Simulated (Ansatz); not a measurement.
Si3N4 (space group I-43d)

```
Si3N4
1.0
   -3.22738     3.22738     3.22738
    3.22738    -3.22738     3.22738
    3.22738     3.22738    -3.22738
N Si
8 6
Direct
  0.56149   0.56149   0.56149
  0.43851   0.50000   0.00000
  0.50000   0.00000   0.93851
  0.00000   0.43851   0.50000
  0.93851   0.50000   0.00000
  0.06149   0.06149   0.06149
  0.00000   0.93851   0.50000
  0.50000   0.00000   0.43851
  0.25000   0.12500   0.87500
  0.87500   0.25000   0.12500
  0.75000   0.37500   0.62500
  0.62500   0.75000   0.37500
  0.12500   0.87500   0.25000
  0.37500   0.62500   0.75000
```

This relaxed cell (volume V₀) is scaled evenly in all directions, its shape held. The atoms relax within the cell's symmetry.

These are PBEsol (plane waves to 420 eV, PAW, scalar-relativistic; Ansatz, a quantum-chemistry and plane-wave program) values and carry that method's errors. k mesh 6×6×6 (Γ-centred), Fermi-Dirac smearing 0.05 eV. Stress and pressure are positive under compression. Si3N4 was relaxed with its symmetry unable to fall. This is one of several known forms of Si3N4; the measured ambient cells at hand have space group No. 159 or 176.

At one point of the scan the stress tensor (GPa) is:

```
  -13.6      0.0      0.0
    0.0    -13.6      0.0
    0.0      0.0    -13.6
```

Question: Which point is it?
A. V/V₀ = 1.100
B. V/V₀ = 1.060
C. V/V₀ = 1.040
D. V/V₀ = 1.020

Answer: B, V/V₀ = 1.060

(A scan under strain: stresses follow from slopes of the energy per volume, elastic moduli from its curvatures.)
